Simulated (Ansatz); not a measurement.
# Structure relaxation, Si2Mo

The start is a generated trial cell of Si2Mo in the CrSi2 structure type. Cell shape, volume and atoms are optimised at zero target pressure with r2SCAN (plane waves to 500 eV, PAW, scalar-relativistic; Ansatz, a first-principles code). The first steps use a 8×8×5 k-mesh.

Starting cell:
```
Si2Mo
1.0
    4.63379     0.00000     0.00000
   -2.31689     4.01298     0.00000
    0.00000     0.00000     6.66463
Mo Si
3 6
Cartesian
  2.31689   0.00000   0.00000
  1.15845   2.00649   2.22154
 -1.15845   2.00649   4.44309
  0.00000   1.32902   0.00000
  3.48282   0.66451   2.22154
  1.16593   3.34847   4.44309
  2.31689   2.68396   0.00000
 -1.16593   3.34847   2.22154
  1.15096   0.66451   4.44309
```

```json
{
  "initial_pressure": "-7.1 GPa (negative: the cell is under tension)",
  "largest_initial_force": "0.19 eV/Å, on Si4, Si5, Si6, Si7, Si8, Si9 (atoms numbered as listed)",
  "outcome": "The space group stays P6₂22 (No. 180) (the run could not lower it); the end is AFLOW prototype AB2_hP9_180_d_j (C40, as in CrSi2), with 9 atoms in the primitive cell",
  "energy_released": "12 meV/atom",
  "band_gap_at_the_end": "0.16 eV, indirect (valence top at L, conduction bottom at M) (no spin-orbit coupling)",
  "optimiser_moves": "3"
}
```

It ends as:

Space group P6₂22 (No. 180); a = b = 4.584 Å, c = 6.577 Å, α = β = 90.00°, γ = 120.00°

```json
[
 {"atom": "Mo", "site": "3c", "symmetry": "222", "x": "0.5000", "y": "0.0000", "z": "0.0000"},
 {"atom": "Si", "site": "6i", "symmetry": "..2", "x": "0.1639", "y": "0.3278", "z": "0.0000"}
]
```

No spin polarisation in the result.

The run could not lose the symmetry of its start; a randomly shaken copy of 9 atoms returns to this structure.

The first start was generated by placing the elements on the sites of a structure type. Materials Project lists a structure of Si2Mo in the same space group, P6₂22 (No. 180); the sites were not compared with it, nor with measured phases. Known forms of Si2Mo include space group No. 139.
